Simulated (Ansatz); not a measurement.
## Ansatz 0.2.0, relaxation: Tl2Ag2PdCl8

Input:

```yaml
crystal:
  lattice:
    - [5.661178, 3.353443, 0.0]
    - [5.661178, -3.353443, 0.0]
    - [3.216265, 0.0, -9.17394]
  atoms:
    - { symbol: Cl, position: [0.9177, 0.9177, 0.695] }
    - { symbol: Cl, position: [0.0823, 0.0823, 0.305] }
    - { symbol: Tl, position: [0.3982, 0.3982, 0.8356] }
    - { symbol: Tl, position: [0.6018, 0.6018, 0.1644] }
    - { symbol: Pd, position: [0.0, 0.0, 0.0] }
    - { symbol: Cl, position: [0.3494, 0.3494, 0.494] }
    - { symbol: Cl, position: [0.6506, 0.6506, 0.506] }
    - { symbol: Ag, position: [0.134, 0.134, 0.5993] }
    - { symbol: Ag, position: [0.866, 0.866, 0.4007] }
    - { symbol: Cl, position: [0.8965, 0.3759, 0.8711] }
    - { symbol: Cl, position: [0.6241, 0.1035, 0.1289] }
    - { symbol: Cl, position: [0.1035, 0.6241, 0.1289] }
    - { symbol: Cl, position: [0.3759, 0.8965, 0.8711] }
  symmetry: { tolerance: 0.0003 }
kpoints:
  mp_grid: { grid: [4, 4, 2], shift: [0, 0, 0] }
magnetization:
  spin_polarized: false
scf:
  occupations: { method: fermi_dirac }
  lower_state_search: "off"
hamiltonian:
  pseudopotentials: { kind: paw }
  xc: r2scan
basis:
  ecutwfc: 500
  fft_grid_basis: typed
relax:
  max_steps: 40
  f_tol: 0.03
output:
  forces: true
  stress: true
  eigenvalues: true
  populations: true
  elf: true
  write_potential: true
  volumetric_format: npy
  dos:
    e_range: [-12, 8]
    de: 0.05
    projected: { site_lists: { Ag: [Ag], Cl: [Cl], Pd: [Pd], Tl: [Tl] } }
  bader: false
checkpoint:
  read: saved_state
```

Run with:

```bash
ansatz run input.yaml --threads 2 --pin off --max-ram 2560MiB --backend cpu --events-out ev --progress --plain --runs-dir out
```

Origin of the cell: a known structure type with other elements, at an estimated volume, so it need not be a known compound.

The smearing width isn't typed, so it takes its default of 0.1 eV.

The saved state is a converged single point of the same cell.

Excerpt of the output:

```
Warning: output.stress: scf.convergence.dr2_threshold = 1e-7 eV (the SCF's general default) is looser than the 1.3e-9 eV advised for a printed stress (1e-10 eV for each atom of the cell: 13). […]
Pseudopotentials: kind: paw
Pseudopotential: Cl, paw, valence charge 7, recommended cutoff 500 eV (meta_gga), Cl.paw.azcp
Pseudopotential: Tl, paw, valence charge 13, recommended cutoff 500 eV (meta_gga), Tl.paw.azcp
Pseudopotential: Pd, paw, valence charge 18, recommended cutoff 500 eV (meta_gga), Pd.paw.azcp
Pseudopotential: Ag, paw, valence charge 19, recommended cutoff 500 eV (meta_gga), Ag.paw.azcp
Functional definition: r2SCAN
  exchange = r2scan_x(k0 = k0, k1 = k1, a1 = a1)
  correlation = r2scan_c
Crystal: 13 atoms, lattice volume = 348.324 Å³
Basis set: ecut = 500 eV, 8807 PW (Γ), exchange–correlation on 192×192×288 points (64 copies of the dense FFT grid, shifted against one another)
[… 17 lines left out …]
Initial density: read from a saved state, or passed on in memory by an earlier SCF of this step, an earlier step, the calling program or the single point that the run made first
Functional: x = r2scan, c = r2scan; τ floored in thin density (d = 2e-4 eV/Å³)
SCF iter   1: F=-53788.480095 eV  HF=-53788.469185 eV  Δρ=1.13e-3  dr2=2.85e-3  dr2_τ=1.06e-3
SCF iter   2: F=-53788.481499 eV  HF=-53788.482261 eV  Δρ=4.59e-4  dr2=9.63e-4  dr2_τ=3.72e-5
SCF iter   3: F=-53788.481718 eV  HF=-53788.482160 eV  Δρ=3.01e-4  dr2=5.15e-4  dr2_τ=1.29e-5
SCF iter   4: F=-53788.481880 eV  HF=-53788.482075 eV  Δρ=2.09e-4  dr2=2.22e-4  dr2_τ=4.52e-6
SCF iter   5: F=-53788.482001 eV  HF=-53788.482044 eV  Δρ=1.01e-4  dr2=5.04e-5  dr2_τ=1.29e-6
SCF iter   6: F=-53788.482400 eV  HF=-53788.482401 eV  Δρ=2.84e-5  dr2=3.13e-6  dr2_τ=1.98e-7
SCF iter   7: F=-53788.482401 eV  HF=-53788.482402 eV  Δρ=6.65e-6  dr2=1.82e-7  dr2_τ=1.41e-8
SCF iter   8: F=-53788.482402 eV  HF=-53788.482402 eV  Δρ=2.16e-6  dr2=2.29e-8  dr2_τ=1.78e-9
relax step   1: F+E_penalty+E_count = -53788.482402 eV  Δ(F+E_penalty+E_count) = +0.000e0 eV  max|allowed force component| = 4.319e-1 eV/Å  Δτ_max = 0.0000 Å  (8 SCF iters, accepted)
relax step   2: F+E_penalty+E_count = -53788.666416 eV  Δ(F+E_penalty+E_count) = -1.840e-1 eV  max|allowed force component| = 2.859e-1 eV/Å  Δτ_max = 0.1943 Å  (8 SCF iters, dr2 threshold 1.17e-5 eV, accepted)
relax step   3: F+E_penalty+E_count = -53788.742226 eV  Δ(F+E_penalty+E_count) = -7.581e-2 eV  max|allowed force component| = 1.638e-1 eV/Å  Δτ_max = 0.1448 Å  (10 SCF iters, dr2 threshold 5.11e-6 eV, accepted)
relax step   4: F+E_penalty+E_count = -53788.791228 eV  Δ(F+E_penalty+E_count) = -4.900e-2 eV  max|allowed force component| = 1.771e-1 eV/Å  Δτ_max = 0.0970 Å  (8 SCF iters, dr2 threshold 8.82e-6 eV, accepted)
relax step   5: F+E_penalty+E_count = -53788.867898 eV  Δ(F+E_penalty+E_count) = -7.667e-2 eV  max|allowed force component| = 1.037e-1 eV/Å  Δτ_max = 0.2000 Å  (9 SCF iters, dr2 threshold 1.03e-5 eV, accepted)
relax step   6: F+E_penalty+E_count = -53788.858449 eV  Δ(F+E_penalty+E_count) = +9.449e-3 eV  max|allowed force component| = 1.637e-1 eV/Å  Δτ_max = 0.1951 Å  (10 SCF iters, dr2 threshold 3.69e-6 eV, rejected (line search))
relax step   7: F+E_penalty+E_count = -53788.892152 eV  Δ(F+E_penalty+E_count) = -2.425e-2 eV  max|allowed force component| = 6.406e-2 eV/Å  Δτ_max = 0.0975 Å  (12 SCF iters, accepted)
relax step   8: F+E_penalty+E_count = -53788.895792 eV  Δ(F+E_penalty+E_count) = -3.640e-3 eV  max|allowed force component| = 6.414e-2 eV/Å  Δτ_max = 0.0961 Å  (10 SCF iters, dr2 threshold 1.41e-6 eV, accepted)
relax step   9: F+E_penalty+E_count = -53788.896346 eV  Δ(F+E_penalty+E_count) = -5.541e-4 eV  max|allowed force component| = 7.587e-2 eV/Å  Δτ_max = 0.0333 Å  (8 SCF iters, dr2 threshold 1.57e-6 eV, accepted)
relax step  10: F+E_penalty+E_count = -53788.899276 eV  Δ(F+E_penalty+E_count) = -2.930e-3 eV  max|allowed force component| = 1.043e-2 eV/Å  Δτ_max = 0.0288 Å  (7 SCF iters, dr2 threshold 5.76e-6 eV, accepted)
relax step  11: F+E_penalty+E_count = -53788.899278 eV  Δ(F+E_penalty+E_count) = -1.574e-6 eV  max|allowed force component| = 1.046e-2 eV/Å  Δτ_max = 0.0000 Å  (4 SCF iters, accepted)
SCF 12 converged in 2 iterations: F = -53788.899278 eV  dr2 = 5.69e-8
SCF converged after 2 iterations
Free energy (F): -53788.899278 eV
Harris-Foulkes:  -53788.899278 eV  (|F-HF|=4.69e-8)
Internal energy: -53788.660261 eV  (E = F + TS)
E sigma→0 (E₀):  -53788.779769 eV
Entropy (-TS):   -0.239017 eV (-18.386 meV/atom)
Fermi energy:    4.038740 eV
--- Per-component energies (eV) ---
  E_band       = -1599.838950
  E_kinetic    = 3508.772920
  E_local      = -15721.306783  (includes V_loc(G=0)·N_el)
  E_nonlocal   = 1248.741823
  E_hartree    = 6540.687244
  E_xc         = -1779.601518
  E_vxc        = -2137.220313  (∫ρ·V_xc dr)
  E_paw        = -37327.601049  (= ΣΔE_a)
  E_vpaw       = -1715.203786  (= ΣTr[D̂ρ^β])
  E_aug_tail   = 0.000589  (compensation charges beyond the density's cutoff)
  E_vtau       = 135.005908  (kinetic-family band-sum trace: ∫τ·v_τ [+ j·A + Jᵃ·Aᵃ] dr)
  E_ewald      = -10257.871047
  E_core_change = -0.482440  (= ΣΔE_core)
  E_smearing   = -0.239017  (= −TS)
  Σ components = -53788.899278   (vs F -53788.899278, Δ=0.00e0)
--- Forces (eV/Å), atoms counted from 1 ---
  atom   1  Cl    -0.004785     0.000000    -0.005000
  atom   2  Cl     0.004785     0.000000     0.005000
  atom   3  Tl    -0.000466     0.000000     0.006007
  atom   4  Tl     0.000466     0.000000    -0.006007
  atom   5  Pd    -0.000000     0.000000     0.000000
  atom   6  Cl    -0.006042     0.000000    -0.003366
  atom   7  Cl     0.006042     0.000000     0.003366
  atom   8  Ag     0.000641     0.000000    -0.010474
  atom   9  Ag    -0.000641     0.000000     0.010474
  atom  10  Cl     0.000415    -0.000772     0.003549
  atom  11  Cl    -0.000415    -0.000772    -0.003549
  atom  12  Cl    -0.000415     0.000772    -0.003549
  atom  13  Cl     0.000415     0.000772     0.003549
  max |Σ_I F_I| component: 8.67e-19 eV/Å
--- Stress (GPa, compression-positive) ---
       -0.144570       0.000000       0.325267
        0.000000       0.110281       0.000000
        0.325269       0.000000      -1.107603
  P = ⅓ Tr σ = -0.3806 GPa (-3.806 kbar)
--- Relaxed structure (11 steps of the walk, 10 accepted, 0 SCFs on fresh bases) ---
  F+E_penalty+E_count = -53788.899278 eV   max|allowed force component| = 1.046e-2 eV/Å
  atoms:
    - { symbol: Cl, position: [0.900274, 0.900274, 0.668422] }
    - { symbol: Cl, position: [0.099726, 0.099726, 0.331578] }
    - { symbol: Tl, position: [0.387780, 0.387780, 0.795178] }
    - { symbol: Tl, position: [0.612220, 0.612220, 0.204822] }
    - { symbol: Pd, position: [0.0, 0.0, -2.909e-19] }
    - { symbol: Cl, position: [0.351944, 0.351944, 0.496958] }
    - { symbol: Cl, position: [0.648056, 0.648056, 0.503042] }
    - { symbol: Ag, position: [0.128156, 0.128156, 0.586983] }
    - { symbol: Ag, position: [0.871844, 0.871844, 0.413017] }
    - { symbol: Cl, position: [0.877559, 0.348560, 0.838547] }
    - { symbol: Cl, position: [0.651440, 0.122441, 0.161453] }
    - { symbol: Cl, position: [0.122441, 0.651440, 0.161453] }
    - { symbol: Cl, position: [0.348560, 0.877559, 0.838547] }
--- Löwdin populations: 13 sites ---
  site symbol       q [e]
     0     Cl      7.3600
     1     Cl      7.3600
     2     Tl     12.6929
     3     Tl     12.6929
     4     Pd     16.8775
     5     Cl      7.3802
     6     Cl      7.3802
     7     Ag     18.1629
     8     Ag     18.1629
     9     Cl      7.3543
    10     Cl      7.3543
    11     Cl      7.3543
    12     Cl      7.3543
  spilling = 0.003718 (of n_electrons = 138.000000)
```

Before:

Space group C2/m (No. 12); the run's cell has a = 6.580 Å, b = 6.580 Å, c = 9.721 Å, α = 73.46°, β = 73.46°, γ = 61.28°. Shortest distances: Cl–Pd 2.29 Å, Ag–Cl 2.31 Å, Cl–Cl 3.22 Å, Cl–Tl 3.25 Å.

After:

Space group C2/m (No. 12); the run's cell has a = 6.580 Å, b = 6.580 Å, c = 9.721 Å, α = 73.46°, β = 73.46°, γ = 61.28°. Shortest distances: Cl–Pd 2.30 Å, Ag–Cl 2.39 Å, Cl–Tl 3.06 Å, Cl–Cl 3.16 Å.

* Free energy lowered by: 32.1 meV/atom
* Final pressure: -0.38 GPa
* Relaxation steps listed: 11

Caveats: no spin, though holes on the anions or broken bonds may carry moments; no spin-orbit coupling, though heavy elements are present; the SCF threshold is looser than advised for a stress; the k mesh is coarse if the cell is a metal; the relaxation held the start's symmetry, so the end may be a saddle point.

It ran for 7.4 min on 2 threads of Arm Neoverse V1, on a shared host, peak memory 1.7 GiB, from a saved density.
